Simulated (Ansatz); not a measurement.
TiO2 (rutile)

```
CELL_PARAMETERS angstrom
      4.59734     0.00000     0.00000
      0.00000     4.59734     0.00000
      0.00000     0.00000     2.95429
ATOMIC_POSITIONS crystal
  Ti 0.00000 0.00000 0.00000
  Ti 0.50000 0.50000 0.50000
  O  0.30461 0.30461 0.00000
  O  0.80461 0.19539 0.50000
  O  0.19539 0.80461 0.50000
  O  0.69539 0.69539 0.00000
```

In this cell atom 2 (Ti, nearest neighbour O at 1.948 Å; its periodic images, 3.0 Å or more away, move with it) is moved by s along Cartesian x, unit vector (1.000, 0.000, 0.000); all other atoms and the cell stay fixed.

Method: r2SCAN (plane waves to 500 eV, PAW, scalar-relativistic; Ansatz, a first-principles code). k mesh 6×6×9 (Γ-centred), Fermi-Dirac smearing 0.05 eV. E stands for the smeared free energy. The PAW data are Ansatz's earlier set. TiO2 is run without spin polarisation. TiO2 was relaxed with its symmetry unable to fall. ΔE is measured from the undisplaced structure.

```csv
s (Å),ΔE (meV/cell)
-0.190,302
-0.152,193
-0.114,108
-0.076,48
-0.038,12
0.000,0
0.038,12
0.076,48
0.114,108
0.152,193
0.190,302
```

Problem. What force constant k = d²E/ds² at s = 0 does the table give?

Solution. 17 eV/Å². It is the second difference of the nearest points, corrected with the next pair.

Problem. With k = 16.62 eV/Å² from the forces, is the well harmonic out to s = 0.190 Å?

Solution. ½ks² = 300 meV/cell against the computed 302 meV/cell, so the well is close to harmonic there.

(For displaced atoms, the force is minus the slope of the energy, and its curvature is a force constant, which sets phonon frequencies.)
